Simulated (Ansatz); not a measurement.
Input, command and steps of an Ansatz relaxation.

```yaml
crystal:
  lattice:
    - [-3.9658552, 3.9658552, -3.9658552]
    - [3.9658552, 3.9658552, 3.9658552]
    - [3.9658552, -3.9658552, -3.9658552]
  atoms:
    - { symbol: Ru, position: [0.251425187, 0.2534633263, 0.5052252025] }
    - { symbol: Ru, position: [0.7518934774, 0.0070956338, 0.2534523008] }
    - { symbol: Ru, position: [0.4994238594, 0.2503011604, 0.2502586874] }
    - { symbol: Os, position: [0.0026990933, 0.2500001113, 0.7506524876] }
    - { symbol: Os, position: [0.5022122728, 0.0038954146, 0.4990192037] }
    - { symbol: Os, position: [0.7479329277, 0.5025327358, 0.7539374063] }
    - { symbol: Os, position: [0.9997546594, 0.4993156618, 0.4976092649] }
    - { symbol: Os, position: [0.7491240428, 0.7477217676, 0.4986350812] }
    - { symbol: Os, position: [0.0013218171, 0.7483342134, 0.2513516688] }
    - { symbol: Os, position: [0.2477368881, 0.7511012531, 0.9973537802] }
    - { symbol: Au, position: [0.2494476196, 0.0006820178, 0.7483666554] }
    - { symbol: Au, position: [0.4990838427, 0.7521023048, 0.7540172075] }
    - { symbol: Au, position: [0.0086733154, 0.0049926322, 0.0058113479] }
    - { symbol: Au, position: [0.2438199718, 0.4963405711, 0.2454552425] }
    - { symbol: Au, position: [0.7481329939, 0.247989924, 0.0015006099] }
    - { symbol: Au, position: [0.5007801007, 0.5019999357, 0.9982855675] }
  symmetry: { detect: false }
basis:
  ecutwfc: 420
kpoints:
  mp_grid: { grid: [3, 3, 3], shift: [0.0, 0.0, 0.0] }
hamiltonian:
  xc: pbe
scf:
  occupations: { method: gaussian, width: 0.1 }
  lower_state_search: "off"
output:
  forces: true
  stress: true
  eigenvalues: true
relax:
  adjacent_minimum: "off"
  f_tol: 0.04
  max_steps: 50
  cell: { stress_tol: 0.3 }
```

```bash
ansatz run input.yaml --threads 4 --pin off --max-ram 9216MiB --backend cpu --events-out ev --progress --plain --runs-dir out
```

Theory: DFT PBE, scalar-relativistic, plane waves, PAW (Ansatz 0.2.0).

Of 7 frames 6 are shown, positions in Å and forces in eV/Å; the SCF threshold varies from step to step. Steps run on the plane waves of an earlier cell, with a Pulay correction in the pressure. The basis is chosen afresh for the last frame, the zero of the energies, and at times for earlier ones too; energy and pressure can step there, also at an unchanged geometry. Where two frames share a geometry here, they differ by under 2 meV/atom and 0.3 GPa.

```xyz
16
Lattice="-3.9659 3.9659 -3.9659 3.9659 3.9659 3.9659 3.9659 -3.9659 -3.9659" Properties=species:S:1:pos:R:3:forces:R:3 pbc="T T T" step=1 free_energy_over_end_meV_per_atom=131.52 pressure_GPa=-5.26
Ru    2.0117   -0.0013   -1.9956   -0.6563   -0.7367   -0.0254
Ru   -1.9486    2.0049   -3.9589    2.1084   -1.0843   -1.6205
Ru    0.0045    1.9808   -1.9805    0.5541   -0.3482   -2.5708
Os    3.9577   -1.9748   -1.9962   -0.4808    0.4866    3.1754
Os    0.0028    0.0281   -3.9553   -0.9888    2.3395    1.4951
Os    2.0168    1.9692   -3.9632   -2.9530    0.9527   -0.5438
Os   -0.0112    3.9716   -3.9581    1.0572   -2.6455    0.3135
Os    1.9720    3.9588   -1.9831   -0.1671    0.7417    0.0081
Os    3.9594    1.9762    1.9657    0.7424    0.7458    0.1701
Os    5.9516    0.0059   -1.9591    0.7258   -0.8174   -0.3280
Au    1.9813   -1.9759   -3.9545   -0.2963   -0.3963    0.4710
Au    3.9938    1.9717   -1.9869   -0.5054    0.1717    0.1577
Au    0.0084    0.0312   -0.0376   -0.3975   -0.7212   -0.2046
Au    1.9749    1.9619    0.0280    0.4612    0.7963   -0.5944
Au   -1.9775    3.9445   -1.9894    0.1442    0.3551    0.1511
Au    3.9639    0.0178   -3.9542    0.6520    0.1603   -0.0545
16
Lattice="-3.9157 3.9185 -3.9458 3.9190 3.9058 3.9298 3.9001 -3.9025 -3.9142" Properties=species:S:1:pos:R:3:forces:R:3 pbc="T T T" step=2 free_energy_over_end_meV_per_atom=27.43 pressure_GPa=9.31
Ru    1.9408   -0.0383   -1.9755   -0.4421   -0.3079    0.0504
Ru   -1.8131    1.9173   -4.0256   -1.2854    0.9429    0.4350
Ru    0.0358    1.9377   -2.1130   -0.3298    0.5066    0.6520
Os    3.8752   -1.9137   -1.7798    0.4009   -0.2842   -1.1665
Os   -0.0648    0.1694   -3.8258    0.9439   -1.3168   -0.1274
Os    1.7999    2.0088   -3.9626    1.1187   -0.6264   -0.2358
Os    0.0511    3.7712   -3.9095   -0.7229    1.0412    0.6618
Os    1.9361    3.9595   -1.9696   -0.2406    0.1645   -0.2676
Os    3.9511    1.9896    1.9619    0.3261    0.3323    0.0175
Os    5.9062   -0.0353   -1.9537    0.0143   -0.3191    0.1197
Au    1.9313   -1.9648   -3.8874    0.1057    0.1366   -0.4101
Au    3.9005    1.9592   -1.9567    0.0506   -0.0243   -0.0102
Au   -0.0124   -0.0097   -0.0439    0.2696   -0.0033    0.3794
Au    1.9775    1.9788   -0.0106   -0.0549   -0.2609   -0.1227
Au   -1.9430    3.9150   -1.9774    0.0193    0.0831   -0.0542
Au    3.9316    0.0403   -3.9124   -0.1735   -0.0644    0.0788
16
Lattice="-3.9816 3.9877 -3.9992 3.9171 3.9627 4.0388 4.0254 -4.0273 -4.0826" Properties=species:S:1:pos:R:3:forces:R:3 pbc="T T T" step=3 free_energy_over_end_meV_per_atom=11.95 pressure_GPa=-6.77
Ru    1.9494   -0.1092   -2.0474   -0.1134   -0.1798   -0.0283
Ru   -1.8535    1.9518   -4.1056    0.2088    0.0738   -0.2960
Ru    0.0253    1.9640   -2.1708    0.0218   -0.0668   -0.2050
Os    3.9605   -1.9880   -1.8701   -0.0506    0.1779    0.3679
Os   -0.0224    0.1206   -3.9184    0.0392    0.2288    0.3427
Os    1.8564    1.9818   -4.0750   -0.3493    0.2661   -0.0070
Os    0.0223    3.8226   -3.9630    0.2733   -0.3746   -0.0369
Os    1.9209    4.0328   -2.0293   -0.2289    0.1126    0.0044
Os    4.0231    2.0341    1.9996    0.0458    0.0324   -0.1207
Os    6.0403   -0.1600   -2.0495    0.1390   -0.1872   -0.0570
Au    2.0127   -2.0478   -4.0630    0.1331    0.1247   -0.1618
Au    3.9468    1.9325   -2.0249    0.1030   -0.0625   -0.0366
Au   -0.0059   -0.0322   -0.0151    0.1089    0.2395    0.1164
Au    2.0030    2.0007   -0.0510   -0.1421   -0.1636    0.0496
Au   -1.9801    4.0236   -1.9856   -0.0328   -0.0933   -0.0512
Au    4.0363   -0.0145   -4.0399   -0.1557   -0.1281    0.1191
16
Lattice="-3.9364 3.9505 -3.9748 3.9039 3.9380 3.9948 3.9611 -3.9705 -4.0195" Properties=species:S:1:pos:R:3:forces:R:3 pbc="T T T" step=4 free_energy_over_end_meV_per_atom=0.75 pressure_GPa=0.41
Ru    1.9043   -0.1252   -2.0251    0.1129    0.1712    0.0432
Ru   -1.8454    1.9518   -4.0897    0.0392    0.0897    0.1476
Ru    0.0304    1.9671   -2.1434   -0.0584   -0.0322   -0.0229
Os    3.9191   -1.9443   -1.8333    0.0037   -0.0502   -0.0329
Os   -0.0193    0.1397   -3.8585    0.0437   -0.1394   -0.0919
Os    1.8491    1.9984   -4.0314   -0.0210   -0.0538    0.0697
Os    0.0404    3.8089   -3.9256   -0.0615   -0.0365   -0.0254
Os    1.8947    4.0172   -2.0164   -0.0040   -0.0068   -0.0200
Os    3.9806    2.0091    1.9721    0.0981    0.0880   -0.0114
Os    5.9803   -0.1502   -2.0084   -0.0115    0.1123   -0.0271
Au    1.9933   -1.9994   -4.0376    0.0394   -0.1077    0.0693
Au    3.9156    1.9294   -1.9975   -0.0039   -0.0163   -0.0675
Au    0.0121   -0.0097    0.0013   -0.1116    0.0700   -0.0035
Au    1.9887    1.9849   -0.0583   -0.0944   -0.0618    0.0742
Au   -1.9668    3.9712   -1.9770    0.0969    0.0679   -0.0463
Au    3.9792    0.0092   -3.9679   -0.0677   -0.0945   -0.0551
16
Lattice="-3.9417 3.9417 -3.9766 3.9091 3.9335 4.0009 3.9658 -3.9661 -4.0251" Properties=species:S:1:pos:R:3:forces:R:3 pbc="T T T" step=5 free_energy_over_end_meV_per_atom=0.05 pressure_GPa=0.07
Ru    1.9201   -0.0993   -2.0180   -0.0026   -0.0571   -0.0244
Ru   -1.8431    1.9451   -4.0799    0.0051   -0.0009   -0.0262
Ru    0.0264    1.9501   -2.1513   -0.0351    0.0648    0.0416
Os    3.9206   -1.9496   -1.8352    0.0423   -0.0115    0.0153
Os   -0.0166    0.1206   -3.8681    0.0027    0.0472   -0.0307
Os    1.8448    1.9863   -4.0278   -0.0019    0.0020   -0.0338
Os    0.0359    3.7975   -3.9363    0.0328   -0.0170    0.0105
Os    1.8909    4.0033   -2.0123   -0.0077    0.0282    0.0056
Os    4.0038    2.0246    1.9803   -0.0225   -0.0268    0.0157
Os    5.9841   -0.1441   -2.0207    0.0182    0.0034    0.0605
Au    1.9921   -2.0015   -4.0333   -0.0054   -0.0073   -0.0187
Au    3.9255    1.9297   -2.0056    0.0033   -0.0057    0.0181
Au   -0.0024   -0.0034    0.0028   -0.0086   -0.0047   -0.0237
Au    1.9855    1.9775   -0.0486   -0.0083   -0.0340   -0.0205
Au   -1.9542    3.9704   -1.9847    0.0032    0.0221    0.0177
Au    3.9760   -0.0021   -3.9787   -0.0154   -0.0027   -0.0070
16
Lattice="-3.9426 3.9458 -3.9816 3.9095 3.9332 4.0021 3.9624 -3.9663 -4.0219" Properties=species:S:1:pos:R:3:forces:R:3 pbc="T T T" step=7 free_energy_over_end_meV_per_atom=0.00 pressure_GPa=0.02
Ru    1.9183   -0.1060   -2.0206   -0.0025    0.0075   -0.0086
Ru   -1.8448    1.9498   -4.0843   -0.0073    0.0046   -0.0057
Ru    0.0211    1.9568   -2.1510    0.0026    0.0079    0.0069
Os    3.9221   -1.9510   -1.8318   -0.0036    0.0037   -0.0078
Os   -0.0191    0.1267   -3.8701    0.0075   -0.0033    0.0108
Os    1.8435    1.9898   -4.0299    0.0027   -0.0086    0.0031
Os    0.0368    3.8005   -3.9368   -0.0160    0.0013   -0.0031
Os    1.8892    4.0104   -2.0128   -0.0011   -0.0003   -0.0039
Os    3.9993    2.0214    1.9820    0.0047    0.0055    0.0000
Os    5.9822   -0.1424   -2.0127    0.0089   -0.0114   -0.0014
Au    1.9883   -2.0018   -4.0346    0.0027   -0.0039    0.0022
Au    3.9231    1.9307   -2.0043   -0.0099   -0.0039   -0.0033
Au   -0.0015   -0.0040    0.0014    0.0008   -0.0038    0.0025
Au    1.9834    1.9761   -0.0519    0.0049    0.0030    0.0127
Au   -1.9565    3.9755   -1.9859    0.0026   -0.0017   -0.0121
Au    3.9723   -0.0021   -3.9768    0.0029    0.0034    0.0077
```

Time: 2.6 min on 4 threads of Arm Neoverse V2, on a shared host, peak memory 1.3 GiB.

The k mesh is coarse. Spin–orbit coupling is left out, which can shift energies with elements as heavy as these.